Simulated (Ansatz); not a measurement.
HgBr:
```xyz
4
Lattice="-2.3339 2.3339 5.6319 2.3339 -2.3339 5.6319 2.3339 2.3339 -5.6319" Properties=species:S:1:pos:R:3 pbc="T T T"
Hg     0.0000     0.0000     9.9739
Hg     0.0000     0.0000     1.2900
Br     0.0000     0.0000     7.3968
Br     0.0000     0.0000     3.8671
```

Relaxed with r²SCAN+D4.

Task: Map the electron localisation function on the plane through (0.885, 0.885, 0.000) spanned by u = [1, 1, 0] and v = [1, -1, 0] in lattice vectors, from r²SCAN+D4 in the plane-wave PAW code Ansatz.

Result: x is the fraction of u, y of v (the angle between them is 90°; rows are the nearest grid lines); atoms in the plane: Hg at (0.00, 0.00), Hg at (0.50, 0.50), Hg at (0.23, 0.00), Hg at (0.73, 0.50), Br at (0.27, 0.50), Br at (0.77, 0.00), Br at (0.46, 0.00), Br at (0.96, 0.50).
```
y \ x   0.000  0.100  0.175  0.275  0.375  0.450  0.550  0.625  0.725  0.825  0.900   1.00
------  -----  -----  -----  -----  -----  -----  -----  -----  -----  -----  -----  -----
1.00    0.792  0.316  0.484  0.546  0.825  0.000  0.809  0.054  0.390  0.612  0.207  0.792
0.909   0.512  0.326  0.413  0.462  0.738  0.709  0.760  0.041  0.879  0.845  0.189  0.512
0.848   0.389  0.305  0.307  0.294  0.532  0.876  0.553  0.024  0.839  0.761  0.134  0.389
0.758   0.073  0.061  0.068  0.079  0.040  0.139  0.054  0.036  0.086  0.088  0.049  0.073
0.697   0.545  0.019  0.131  0.679  0.089  0.127  0.221  0.204  0.213  0.062  0.451  0.545
0.606   0.894  0.049  0.700  0.840  0.424  0.408  0.404  0.338  0.501  0.176  0.836  0.894
0.545   0.547  0.071  0.774  0.021  0.541  0.504  0.484  0.333  0.614  0.200  0.788  0.547
0.455   0.547  0.071  0.774  0.021  0.541  0.504  0.484  0.333  0.614  0.200  0.788  0.547
0.394   0.894  0.049  0.700  0.840  0.424  0.408  0.404  0.338  0.501  0.176  0.836  0.894
0.303   0.545  0.019  0.131  0.679  0.089  0.127  0.221  0.204  0.213  0.062  0.451  0.545
0.242   0.073  0.061  0.068  0.079  0.040  0.139  0.054  0.036  0.086  0.088  0.049  0.073
0.152   0.389  0.305  0.307  0.294  0.532  0.876  0.553  0.024  0.839  0.761  0.134  0.389
0.0909  0.512  0.326  0.413  0.462  0.738  0.709  0.760  0.041  0.879  0.845  0.189  0.512
0.000   0.792  0.316  0.484  0.546  0.825  0.000  0.809  0.054  0.390  0.612  0.207  0.792
```

The density is the valence pseudo-density with augmentation charge, so density and ELF within about 1 Å of a nucleus are not all-electron values.

Space group I4/mmm. The first step of the workflow began from a Materials Project structure, measured or hypothetical; the Crystallography Open Database files this formula in space group No. 139, but the cells were not matched. Whether it is the stable phase at ambient conditions was not checked. Symmetry was held in the r²SCAN+D4 relaxation; whether a distortion lowers the energy is not shown. Spin–orbit coupling is left out wherever it is not named.

Potentials: the later of the program's two PAW sets.
